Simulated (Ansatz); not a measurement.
In PBEsol (plane waves, PAW; program Ansatz), Cu₃Sb in the hexagonal phase (P6/mmm; Sb on 1a, Cu on 1b, Cu on 2c) relaxes to a = 4.447 Å, c = 4.856 Å. Cu on 1b has 2 nearest neighbours from 2.43 Å (linear). Its formation energy from the elements is 50 kJ/mol of atoms, with no fitted shifts.

Electronic character: metallic (no gap).

The bulk modulus is 69.2 GPa. The relaxed-ion elastic constants in GPa are C11 = 147, C12 = 65.8, C13 = 7.1, C33 = 168, C44 = -7.9.

The start of the workflow was typed in or built on a structure type; neither database checked (COD, Materials Project) lists it. Whether it is the stable phase at ambient conditions was not checked. The PBEsol relaxation kept the symmetry of its start. At this level the phase is mechanically unstable. The run is not spin-polarised. Its formation energy is positive at this level, so the cell may be metastable or incomplete. As this level gives no gap, shear constants depend on the k-mesh and smearing (Fermi–Dirac, 0.1 eV here). The references are the lowest solids computed at this level, not always the standard phases. Scalar-relativistic: spin–orbit coupling is off unless named, which matters more the heavier the elements.

Potentials: the later of the program's two PAW sets.
